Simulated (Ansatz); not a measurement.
# Ti3C2: zone-centre modes

Theory: DFT PBEsol, scalar-relativistic, plane waves, PAW (Ansatz 0.2.0). Plane waves to 420 eV; Γ-centred k mesh 12×12×4; Fermi-Dirac smearing of 0.15 eV. No spin polarisation. Phonons by linear response, acoustic sum rule imposed.

The cell, relaxed at this level:
```yaml
crystal:
  lattice:
    - [3.04367, 0.00000, 0.00000]
    - [-1.52183, 2.63589, 0.00000]
    - [0.00000, 0.00000, 14.98779]
  atoms:
    - { symbol: Ti, position: [0.33333, 0.66667, 0.84371] }
    - { symbol: Ti, position: [0.66667, 0.33333, 0.34371] }
    - { symbol: Ti, position: [0.66667, 0.33333, 0.15629] }
    - { symbol: Ti, position: [0.33333, 0.66667, 0.65629] }
    - { symbol: Ti, position: [0.00000, 0.00000, 0.00000] }
    - { symbol: Ti, position: [0.00000, 0.00000, 0.50000] }
    - { symbol: C, position: [0.66667, 0.33333, 0.91431] }
    - { symbol: C, position: [0.33333, 0.66667, 0.41431] }
    - { symbol: C, position: [0.66667, 0.33333, 0.58569] }
    - { symbol: C, position: [0.33333, 0.66667, 0.08569] }
```

In a metal, frequencies and elastic constants depend on the k mesh and the smearing, soft modes and shear constants most.

Optical modes at Γ; i marks an imaginary frequency:
| frequency (meV) | degeneracy |
| --- | --- |
| 5.4i | 2 |
| 16.1 | 1 |
| 18.6 | 2 |
| 20.2 | 2 |
| 29.3 | 1 |
| 34.1 | 1 |
| 34.8 | 2 |
| 35.3 | 2 |
| 47.8 | 1 |
| 49.0 | 1 |
| 70.8 | 1 |
| 71.4 | 1 |
| 79.5 | 2 |
| 79.9 | 2 |
| 80.1 | 2 |
| 80.3 | 2 |
| 82.4 | 1 |
| 83.4 | 1 |

2 of the 27 optical modes are unstable, so the structure is a saddle point of the energy and would distort without enlarging its cell.

Whether Ti3C2 exists in this form wasn't checked.

Cost: 1 run of about 16 core-minutes, on Arm Neoverse V2 (shared hosts).